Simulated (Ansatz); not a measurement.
## Structures of LiP$_{2}$: which is lowest?

Plane-wave DFT in Ansatz with scalar-relativistic PAW potentials, cutoff 420 eV, Γ-centred meshes chosen by cell and gap, Gaussian smearing with energies taken to zero width. Every cell was relaxed (cell and atoms) in a run of its own, within the symmetry of its start. Functional: PBE.

Relaxed structures (starts from databases or built by putting these elements on another compound's sites):
A. Immm, 3 atoms in the computed cell, a = 3.727 Å, b = 4.997 Å, c = 5.773 Å; sites (symmetry × multiplicity) Li mmm × 2, P mm2 × 4; start: built
B. P6_422, 9 atoms in the computed cell, a = 4.747 Å, c = 7.842 Å; sites (symmetry × multiplicity) Li 222 × 3, P 2.. × 6; start: built

**Question.** Rank them by energy. Could pressure change the order?

**Answer.**
| structure | group | E − E(lowest) (meV/atom) | V (Å³/atom) | gap on mesh (eV) |
| --- | --- | --- | --- | --- |
| B | P6_422 | 0.0 | 17.00 | 0.00 |
| A | Immm | 134 | 17.92 | 0.00 |

B is lowest, 134 meV/atom under A. The lowest is also the densest of these, so pressure wouldn't bring one of the others in at first order. Other structures may lie lower than all of these, and vibrations aren't counted.